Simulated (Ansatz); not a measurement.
CsLaSe3: settings compared (Ansatz)

input.yaml:

```yaml
crystal:
  lattice:
    - [7.733396, 0.0, 0.0]
    - [-3.866698, 6.697319, 0.0]
    - [0.0, 0.0, 6.570082]
  atoms:
    - { symbol: Cs, position: [0.3333, 0.6667, 0.75] }
    - { symbol: Cs, position: [0.6666, 0.3333, 0.25] }
    - { symbol: Se, position: [0.1653, 0.8347, 0.25] }
    - { symbol: Se, position: [0.3306, 0.1653, 0.75] }
    - { symbol: Se, position: [0.1653, 0.3306, 0.25] }
    - { symbol: Se, position: [0.8347, 0.1653, 0.75] }
    - { symbol: Se, position: [0.6694, 0.8347, 0.25] }
    - { symbol: Se, position: [0.8347, 0.6694, 0.75] }
    - { symbol: La, position: [0.0, 0.0, 0.0] }
    - { symbol: La, position: [0.0, 0.0, 0.5] }
  symmetry: { tolerance: 0.0003 }
kpoints:
  mp_grid: { grid: [3, 3, 3], shift: [0, 0, 0] }
magnetization:
  spin_polarized: false
scf:
  occupations: { method: fermi_dirac }
hamiltonian:
  pseudopotentials: { kind: paw }
  xc: pbesol
total_charge: 1
basis:
  ecutwfc: 420
output:
  forces: true
  stress: true
  eigenvalues: true
  write_density: true
  write_potential: true
  elf: true
  volumetric_format: npy
```

The command:

```bash
ansatz run input.yaml --threads 1 --pin off --max-ram 2560MiB --backend cpu --events-out ev --progress --plain --runs-dir out
```

Origin of the cell: a known structure type with other elements, at an estimated volume, so it need not be a known compound.

The smearing width isn't typed, so it takes its default of 0.1 eV.

Output of this run (shortened):

```
Warning: the atoms were moved onto the symmetric positions of the space group found under crystal.symmetry.tolerance 3.0e-4 (fractional; no operation is sought that the atoms, as they stand i […]
Pseudopotentials: kind: paw
Pseudopotential: Cs, paw, valence charge 9, recommended cutoff 420 eV (normal), Cs.paw.azcp
Pseudopotential: Se, paw, valence charge 16, recommended cutoff 420 eV (normal), Se.paw.azcp
Pseudopotential: La, paw, valence charge 11, recommended cutoff 420 eV (normal), La.paw.azcp
Functional definition: PBEsol
  exchange = pbesol_x
  correlation = pbesol_c
Crystal: 10 atoms, lattice volume = 340.284 Å³
Basis set: ecut = 420 eV, 6615 PW (Γ), exchange–correlation on 108×108×90 points (8 copies of the dense FFT grid, shifted against one another)
Bands: 81, of which v1, the nominal top of the filled ones, is band 68 counted from 1 (67 counted from 0)
Symmetry: 24 space group operations
Space group: P63/mmc (ITA 194), of the structure as read, at distance tolerance 2.1e-3 Å
k-points: 6 of 27
[… 9 lines left out …]
Initial density: superposition of atomic densities (neutral atoms scaled as one to the charged cell's electrons: chi_scale 0, normalization atom), corrected by the library's trained network
Functional: x = pbesol(κ = 0.804, μ = 0.123457), c = pbesol(β = 0.046)
SCF iter   1: F=—  HF=-56053.838635 eV  Δρ=1.49e-2  dr2=8.62e-1  defer=5
SCF iter   2: F=—  HF=-56053.443417 eV  Δρ=4.40e-3  dr2=6.47e-2  defer=21
SCF iter   3: F=—  HF=-56053.435431 eV  Δρ=1.39e-3  dr2=2.17e-2  defer=21
SCF iter   4: F=—  HF=-56053.429652 eV  Δρ=6.14e-4  dr2=3.70e-3  defer=21
SCF iter   5: F=—  HF=-56053.428881 eV  Δρ=1.70e-4  dr2=2.26e-4  defer=21
SCF iter   6: F=—  HF=-56053.428827 eV  Δρ=4.84e-5  dr2=1.66e-5  defer=21
SCF iter   7: F=—  HF=-56053.428775 eV  Δρ=2.03e-5  dr2=2.18e-6  defer=21
SCF iter   8: F=—  HF=-56053.428774 eV  Δρ=6.59e-6  dr2=3.05e-7  defer=21
SCF iter   9: F=-56053.428774 eV  HF=-56053.428774 eV  Δρ=1.13e-6  dr2=3.69e-9
SCF 1 converged in 9 iterations: F = -56053.428774 eV  dr2 = 3.69e-9
SCF converged after 9 iterations
Free energy (F): -56053.428774 eV
Harris-Foulkes:  -56053.428774 eV  (|F-HF|=1.16e-9)
Internal energy: -56052.984942 eV  (E = F + TS)
E sigma→0 (E₀):  -56053.206858 eV
Entropy (-TS):   -0.443832 eV (-44.383 meV/atom)
Fermi energy:    5.604732 eV
--- Per-component energies (eV) ---
  E_band       = -2659.015466
  E_kinetic    = 1387.030391
  E_local      = -19098.868903  (includes V_loc(G=0)·N_el)
  E_nonlocal   = -3297.885678
  E_hartree    = 9173.722053
  E_xc         = -1237.627067
  E_vxc        = -1129.364741  (∫ρ·V_xc dr)
  E_paw        = -31832.573143  (= ΣΔE_a)
  E_vpaw       = 1132.631086  (= ΣTr[D̂ρ^β])
  E_aug_tail   = -0.003577  (compensation charges beyond the density's cutoff)
  E_ewald      = -11153.457060
  E_core_change = 6.678042  (= ΣΔE_core)
  E_smearing   = -0.443832  (= −TS)
  E_deformation_potential = 13.589388  (in the stress; not in F)
  Σ components = -56053.428774   (vs F -56053.428774, Δ=0.00e0)
--- Forces (eV/Å), atoms counted from 1 ---
  atom   1  Cs     0.000000    -0.000000     0.000000
[… 4 lines left out …]
  atom   6  Se    -1.662108     0.959618     0.000000
  atom   7  Se    -1.662108    -0.959618     0.000000
  atom   8  Se     0.000000    -1.919237     0.000000
  atom   9  La     0.000000    -0.000000     0.000000
  atom  10  La     0.000000    -0.000000     0.000000
  max |Σ_I F_I| component: 6.66e-16 eV/Å
--- Stress (GPa, compression-positive) ---
        5.010662       0.000000       0.000000
        0.000000       5.010662       0.000000
        0.000000       0.000000      10.792752
  P = ⅓ Tr σ = 6.9380 GPa (69.380 kbar)
```

The same input was run again with these changes:

1. `scf.convergence.dr2_threshold` default → 1.0e-06; `basis.ecutwfc` 420 → "350 eV"; `scf.occupations.width` default → 0.3
2. `hamiltonian.hubbard` default → { sites: [{ species: La, l: f, u_eff: 1.0 }], double_counting: amf }; `hamiltonian.dispersion` default → d3bjatm
3. `scf.occupations.width` default → 0.2
4. `scf.algorithm` default → density_mixing

```
 run        end  SCF iterations  P (GPa)  max force component (eV/Å)  moment (μB)  ΔE(σ→0) (meV/atom)
base  converged               9        –                       1.919            –                   0
   1  converged               7        –                       1.901            –              -27.10
   2  converged              13        –                       1.927            –                   –
   3  converged               8        –                       1.895            –               -9.87
   4  converged               9        –                       1.919            –                0.00
```

Energies are compared only where functional, datasets, charge and starting cell are the same.

Not properties of the system: run 1 (too coarse or loose: `basis.ecutwfc` = "350 eV", `scf.occupations.width` = 0.3), run 3 (too coarse or loose: `scf.occupations.width` = 0.2).

Caveats of the base run: charged cell with a uniform background, whose pressure depends on convention; no moments, though an odd count or open d shells may carry them; no spin-orbit coupling, though heavy elements are present; the k mesh is coarse if the cell is a metal.

Run 1: the SCF threshold is loose for forces; the cutoff lies below the datasets' advice; wide smearing.
Run 3: wide smearing.

The base run took 17 s on 1 thread of Arm Neoverse V1, with other jobs on the host, peak memory 0.65 GiB, from the program's own first density.
